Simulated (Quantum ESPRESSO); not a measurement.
# WHf2O6F2: one run as intended and one with a planted mistake

Simulated, not a measurement. The program is pw.x of Quantum ESPRESSO 7.5 (plane-wave density functional theory). The cell is made up: 11 atoms on a rutile lattice with one site empty, with randomly drawn elements, strain and displacements, not relaxed. PseudoDojo standard norm-conserving files (v0.5 for PBE, v0.4.1 for LDA and PBEsol) set the functional; there is no spin polarisation, spin-orbit coupling or dispersion term, and the masses in the input are unused placeholders.

The hafnium pseudopotential is less sure than the others, with forces about 3 percent (worst 6) and pressure in oxides about 1.5 GPa (worst 2.7) from a second method in checks, which no rerun with the same files tests.

Intended input:

```
&control calculation='scf', pseudo_dir='./dojo.nc.sr.pbe.v0_5.standard.upf', outdir='./o', disk_io='low', tprnfor=.true., tstress=.true. /
&system ibrav=0, nat=11, ntyp=4, nbnd=50, ecutwfc=84.00895049, nosym=.true., tot_charge=0,
 occupations='smearing', smearing='fd', degauss=0.0018374661
/
&electrons conv_thr=7.350e-09, electron_maxstep=60, /
ATOMIC_SPECIES
F 1.0 F.upf
Hf 1.0 Hf.upf
O 1.0 O.upf
W 1.0 W.upf
CELL_PARAMETERS angstrom
4.8724 -0.0371 0.0805
-0.0371 4.9129 -0.0068
0.107 -0.0091 6.562
ATOMIC_POSITIONS angstrom
W 0.0373 -0.0484 -0.0918
Hf 2.5912 2.3863 1.7776
Hf 0.1168 0.1462 3.3905
O 1.5006 1.4334 -0.0112
F 3.3538 3.4779 0.0839
O 3.9301 1.0456 1.7361
O 1.0276 3.9504 1.6142
F 1.5919 1.4563 3.2277
O 3.3656 3.3303 3.3593
O 4.0598 0.9882 5.0027
O 0.9215 3.8283 4.8175
K_POINTS automatic
5 5 4 1 1 1
```

The log is shortened where brackets say so; the opening notice, blank lines, dates and the lines on written files are dropped, and the path of the files is cut. It prints rydbergs, bohrs and kilobars, and counts compression as positive stress. Where no state is partly filled, the Fermi energy that it prints is only some level between the filled and the empty states on the mesh, and need not lie in the true gap.

Log of the intended run:

```
     Program PWSCF v.7.5
     Parallel version (MPI & OpenMP), running on       4 processor cores
     Number of MPI processes:                 4
     Threads/MPI process:                     1
     [start-up lines left out]
     bravais-lattice index     =            0
     lattice parameter (alat)  =       9.2090  a.u.
     unit-cell volume          =    1059.6709 (a.u.)^3
     number of atoms/cell      =           11
     number of atomic types    =            4
     number of electrons       =        88.00
     number of Kohn-Sham states=           50
     kinetic-energy cutoff     =      84.0090  Ry
     charge density cutoff     =     336.0358  Ry
     scf convergence threshold =      7.3E-09
     mixing beta               =       0.7000
     number of iterations used =            8  plain     mixing
     Exchange-correlation= PBE
                           (   1   4   3   4   0   0   0)
     [axes and pseudopotential details left out]
   Cartesian axes
     site n.     atom                  positions (alat units)
         1        W      tau(   1) = (   0.0076541  -0.0099319  -0.0188377  )
         2        Hf     tau(   2) = (   0.5317239   0.4896776   0.3647701  )
         3        Hf     tau(   3) = (   0.0239678   0.0300008   0.6957432  )
         4        O      tau(   4) = (   0.3079287   0.2941390  -0.0022983  )
         5        F      tau(   5) = (   0.6882122   0.7136780   0.0172166  )
         6        O      tau(   6) = (   0.8064711   0.2145610   0.3562542  )
         7        O      tau(   7) = (   0.2108673   0.8106367   0.3312398  )
         8        F      tau(   8) = (   0.3266638   0.2988382   0.6623360  )
         9        O      tau(   9) = (   0.6906336   0.6833899   0.6893408  )
        10        O      tau(  10) = (   0.8330860   0.2027823   1.0265726  )
        11        O      tau(  11) = (   0.1890952   0.7855814   0.9885689  )
     number of k points=    50  Fermi-Dirac smearing, width (Ry)=  0.0018
                       cart. coord. in units 2pi/alat
        k(    1) = (   0.0992692   0.1000681   0.0913501), wk =   0.0400000
        k(    2) = (   0.0962028   0.1003020   0.2770606), wk =   0.0400000
     [further k points left out]
     Dense  grid:   110185 G-vectors     FFT dimensions: (  54,  60,  75)
     Estimated max dynamical RAM per process >     318.60 MB
     Estimated total dynamical RAM >       1.17 GB
     Initial potential from superposition of free atoms
     starting charge      87.9958, renormalised to      88.0000
     Starting wfcs are   62 randomized atomic wfcs
     total cpu time spent up to now is       14.3 secs
     per-process dynamical memory:   250.8 Mb
     Self-consistent Calculation
     iteration #  1     ecut=    84.01 Ry     beta= 0.70
     Davidson diagonalization with overlap
     ethr =  1.00E-02,  avg # of iterations =  2.0
     total cpu time spent up to now is       38.2 secs
     total energy              =    -671.80022340 Ry
     estimated scf accuracy    <       5.73207156 Ry
     iteration #  2     ecut=    84.01 Ry     beta= 0.70
     Davidson diagonalization with overlap
     ethr =  6.51E-03,  avg # of iterations =  6.4
     total cpu time spent up to now is       73.6 secs
     total energy              =    -668.92148922 Ry
     estimated scf accuracy    <      50.53934257 Ry
     [iterations 3 to 19 left out]
     iteration # 20     ecut=    84.01 Ry     beta= 0.70
     Davidson diagonalization with overlap
     ethr =  1.19E-11,  avg # of iterations =  4.4
     total cpu time spent up to now is      521.2 secs
     total energy              =    -675.13206074 Ry
     estimated scf accuracy    <       0.00000001 Ry
     iteration # 21     ecut=    84.01 Ry     beta= 0.70
     Davidson diagonalization with overlap
     ethr =  1.19E-11,  avg # of iterations =  2.0
     total cpu time spent up to now is      547.6 secs
     End of self-consistent calculation
     [lines on levels left out]
     the Fermi energy is     6.9260 ev
!    total energy              =    -675.13206074 Ry
     estimated scf accuracy    <          3.1E-09 Ry
     smearing contrib. (-TS)   =      -0.00000000 Ry
     internal energy E=F+TS    =    -675.13206074 Ry
     The total energy is F=E-TS. E is the sum of the following terms:
     one-electron contribution =    -252.88275988 Ry
     hartree contribution      =     163.38900458 Ry
     xc contribution           =    -161.42025306 Ry
     ewald contribution        =    -424.21805238 Ry
     convergence has been achieved in  21 iterations
     Forces acting on atoms (cartesian axes, Ry/au):
     atom    1 type  4   force =     0.20984048    0.14065723   -0.11818452
     atom    2 type  2   force =    -0.03002031    0.13490482    0.02435976
     atom    3 type  2   force =    -0.11211972   -0.13928265    0.00211177
     atom    4 type  3   force =    -0.14672359   -0.14853095    0.03489024
     atom    5 type  1   force =     0.03430111    0.02617093    0.01781317
     atom    6 type  3   force =     0.09991514   -0.11965683   -0.05376540
     atom    7 type  3   force =    -0.07943287    0.04544746   -0.07832139
     atom    8 type  1   force =    -0.01197707   -0.01008267    0.01221584
     atom    9 type  3   force =     0.04258321    0.05089774   -0.09260537
     atom   10 type  3   force =     0.07413062   -0.09564672    0.11209777
     atom   11 type  3   force =    -0.08049700    0.11512165    0.13938812
     Total force =     0.545789     Total SCF correction =     0.000090
     Computing stress (Cartesian axis) and pressure
          total   stress  (Ry/bohr**3)                   (kbar)     P=     -157.67
  -0.00063268  -0.00011703  -0.00044690          -93.07      -17.22      -65.74
  -0.00011703  -0.00091885  -0.00032499          -17.22     -135.17      -47.81
  -0.00044690  -0.00032499  -0.00166392          -65.74      -47.81     -244.77
     init_run     :     13.29s CPU     14.04s WALL (       1 calls)
     electrons    :    530.51s CPU    533.41s WALL (       1 calls)
     forces       :      4.61s CPU      4.69s WALL (       1 calls)
     stress       :     15.83s CPU     16.45s WALL (       1 calls)
     [timing details left out]
     PWSCF        :   9m24.60s CPU   9m29.18s WALL
     JOB DONE.
```

A second run has one planted mistake: the self-consistency threshold is too loose. The input lines that differ, file-writing options aside:

```
- &electrons conv_thr=7.350e-09, electron_maxstep=60, /
+ &electrons conv_thr=3.675e-03, electron_maxstep=60, /
```

Its log:

```
     Program PWSCF v.7.5
     Parallel version (MPI & OpenMP), running on       4 processor cores
     Number of MPI processes:                 4
     Threads/MPI process:                     1
     [start-up lines left out]
     bravais-lattice index     =            0
     lattice parameter (alat)  =       9.2090  a.u.
     unit-cell volume          =    1059.6709 (a.u.)^3
     number of atoms/cell      =           11
     number of atomic types    =            4
     number of electrons       =        88.00
     number of Kohn-Sham states=           50
     kinetic-energy cutoff     =      84.0090  Ry
     charge density cutoff     =     336.0358  Ry
     scf convergence threshold =      3.7E-03
     mixing beta               =       0.7000
     number of iterations used =            8  plain     mixing
     Exchange-correlation= PBE
                           (   1   4   3   4   0   0   0)
     [axes and pseudopotential details left out]
   Cartesian axes
     site n.     atom                  positions (alat units)
         1        W      tau(   1) = (   0.0076541  -0.0099319  -0.0188377  )
         2        Hf     tau(   2) = (   0.5317239   0.4896776   0.3647701  )
         3        Hf     tau(   3) = (   0.0239678   0.0300008   0.6957432  )
         4        O      tau(   4) = (   0.3079287   0.2941390  -0.0022983  )
         5        F      tau(   5) = (   0.6882122   0.7136780   0.0172166  )
         6        O      tau(   6) = (   0.8064711   0.2145610   0.3562542  )
         7        O      tau(   7) = (   0.2108673   0.8106367   0.3312398  )
         8        F      tau(   8) = (   0.3266638   0.2988382   0.6623360  )
         9        O      tau(   9) = (   0.6906336   0.6833899   0.6893408  )
        10        O      tau(  10) = (   0.8330860   0.2027823   1.0265726  )
        11        O      tau(  11) = (   0.1890952   0.7855814   0.9885689  )
     number of k points=    50  Fermi-Dirac smearing, width (Ry)=  0.0018
                       cart. coord. in units 2pi/alat
        k(    1) = (   0.0992692   0.1000681   0.0913501), wk =   0.0400000
        k(    2) = (   0.0962028   0.1003020   0.2770606), wk =   0.0400000
     [further k points left out]
     Dense  grid:   110185 G-vectors     FFT dimensions: (  54,  60,  75)
     Estimated max dynamical RAM per process >     318.60 MB
     Estimated total dynamical RAM >       1.17 GB
     Initial potential from superposition of free atoms
     starting charge      87.9958, renormalised to      88.0000
     Starting wfcs are   62 randomized atomic wfcs
     total cpu time spent up to now is       11.2 secs
     per-process dynamical memory:   250.8 Mb
     Self-consistent Calculation
     iteration #  1     ecut=    84.01 Ry     beta= 0.70
     Davidson diagonalization with overlap
     ethr =  1.00E-02,  avg # of iterations =  2.0
     total cpu time spent up to now is       35.4 secs
     total energy              =    -671.80022340 Ry
     estimated scf accuracy    <       5.73207156 Ry
     iteration #  2     ecut=    84.01 Ry     beta= 0.70
     Davidson diagonalization with overlap
     ethr =  6.51E-03,  avg # of iterations =  6.4
     total cpu time spent up to now is       63.2 secs
     total energy              =    -668.92148922 Ry
     estimated scf accuracy    <      50.53934257 Ry
     [iterations 3 to 6 left out]
     iteration #  7     ecut=    84.01 Ry     beta= 0.70
     Davidson diagonalization with overlap
     ethr =  5.38E-05,  avg # of iterations =  4.4
     total cpu time spent up to now is      193.6 secs
     total energy              =    -675.13014194 Ry
     estimated scf accuracy    <       0.01214472 Ry
     iteration #  8     ecut=    84.01 Ry     beta= 0.70
     Davidson diagonalization with overlap
     ethr =  1.38E-05,  avg # of iterations =  6.8
     total cpu time spent up to now is      215.9 secs
     End of self-consistent calculation
     [lines on levels left out]
     the Fermi energy is     6.9425 ev
!    total energy              =    -675.12959163 Ry
     estimated scf accuracy    <       0.00326109 Ry
     smearing contrib. (-TS)   =      -0.00000000 Ry
     internal energy E=F+TS    =    -675.12959162 Ry
     The total energy is F=E-TS. E is the sum of the following terms:
     one-electron contribution =    -252.68864097 Ry
     hartree contribution      =     163.16428558 Ry
     xc contribution           =    -161.38718385 Ry
     ewald contribution        =    -424.21805238 Ry
     convergence has been achieved in   8 iterations
     Forces acting on atoms (cartesian axes, Ry/au):
     atom    1 type  4   force =     0.20841672    0.14172938   -0.11487497
     atom    2 type  2   force =    -0.02958609    0.13629772    0.02604339
     atom    3 type  2   force =    -0.11050707   -0.14296239    0.00281807
     atom    4 type  3   force =    -0.14414410   -0.14659871    0.03493594
     atom    5 type  1   force =     0.03405787    0.02502626    0.01745543
     atom    6 type  3   force =     0.09663221   -0.11703181   -0.05508240
     atom    7 type  3   force =    -0.07876424    0.04384273   -0.08165004
     atom    8 type  1   force =    -0.01028681   -0.00847617    0.01225563
     atom    9 type  3   force =     0.04125510    0.04876223   -0.09356196
     atom   10 type  3   force =     0.07366911   -0.09543361    0.11498465
     atom   11 type  3   force =    -0.08074268    0.11484437    0.13667627
     Total force =     0.543376     Total SCF correction =     0.120041
     SCF correction compared to forces is large: reduce conv_thr to get better values
     Computing stress (Cartesian axis) and pressure
          total   stress  (Ry/bohr**3)                   (kbar)     P=     -170.84
  -0.00071120  -0.00012487  -0.00048034         -104.62      -18.37      -70.66
  -0.00012487  -0.00102082  -0.00030726          -18.37     -150.17      -45.20
  -0.00048034  -0.00030726  -0.00175196          -70.66      -45.20     -257.72
     init_run     :      8.59s CPU      9.13s WALL (       1 calls)
     electrons    :    202.74s CPU    204.79s WALL (       1 calls)
     forces       :      3.49s CPU      3.56s WALL (       1 calls)
     stress       :     12.40s CPU     12.89s WALL (       1 calls)
     [timing details left out]
     PWSCF        :   3m49.31s CPU   3m52.65s WALL
     JOB DONE.
```

|  | intended run | run with the mistake |
| --- | --- | --- |
| free energy (eV) | -9185.640 | -9185.606 |
| smearing term -TS (eV) | 0.0000 | 0.0000 |
| pressure (GPa) | -15.77 | -17.08 |
| largest force component (eV/Å) | 5.395 | 5.359 |
| largest change of a force component (eV/Å) |  | 0.095 |
| iterations | 21 | 8 |

For scale, a rerun of the intended cell at a cutoff of 1437 eV and k mesh 7 x 7 x 6 moved values by no more than 0.005 eV in energy, 0.03 GPa in stress and 0.004 eV/Å in force.